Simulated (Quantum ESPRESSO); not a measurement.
```
ZnF2
1.0
    4.65591     0.00000     0.00000
    0.00000     4.65591     0.00000
    0.00000     0.00000     3.19555
Zn F
2 4
Cartesian
  2.32796   2.32796   1.59777
  0.00000   0.00000   0.00000
  3.24344   3.24344   0.00000
  1.41247   1.41247   0.00000
  3.74043   0.91548   1.59777
  0.91548   3.74043   1.59777
```
The cell was made here from a computed Materials Project entry: strained by +2 % along the unique axis and by -1 % across it, atoms relaxed (PBE without dispersion, pw.x of a modified build of Quantum ESPRESSO, symmetry kept). The parent is ZnF2 in P4₂/mnm; whether this form has been observed was not checked. Stability against distortions was not tested.

A lattice sum over point charges, one formal value an element (Zn +2, F -1), with no Sternheimer factor, costs far less than a self-consistent run. Taken along the main axis of each site's self-consistent tensor, it gives:

```
site                  V along that axis, point charges (a.u.)
--------------------  ---------------------------------------
Zn (atoms 1, 2)                                         0.012
F (atoms 3, 4, 5, 6)                                   -0.084
```

Q: How do the values of the PAW reconstruction of the field gradient on a scalar-relativistic PBE ground state (Quantum ESPRESSO, JTH datasets) compare?

A: 
| site | Vzz, PAW (a.u.) | PAW over point charges |
|---|---|---|
| Zn | 0.327 | 26 |
| F | -0.930 | 11 |
  Cores are frozen. Against all-electron runs on small test molecules, this scheme's |Vzz| missed by +4 % on Zn, −6 to +4 % (−29 % in KF) on F.
